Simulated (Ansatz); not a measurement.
Name crystals whose computed values (plane-wave PAW r²SCAN (Ansatz code)) fall in these windows: gap (eV) 3.4 to 4.3; electron conductivity mass (mₑ) 0.90 to 1.1; B₀ by P(V) fit (GPa) 35 to 46.



```tsv
crystal	gap (eV)	electron conductivity mass (mₑ)	B₀ by P(V) fit (GPa)
MnTlCl3, cubic perovskite	3.67	1.0	39.2
```
Others may fit too.

Spin orders computed, not proven ground states: MnTlCl3, cubic perovskite antiferromagnetic. Standing as an ambient phase not checked: MnTlCl3, cubic perovskite. The cell was relaxed under the symmetry of its start. Cells of antiferromagnets are given as chemical subcells. Spin–orbit coupling is left out wherever it is not named.

Potentials: the later of the program's two PAW sets.
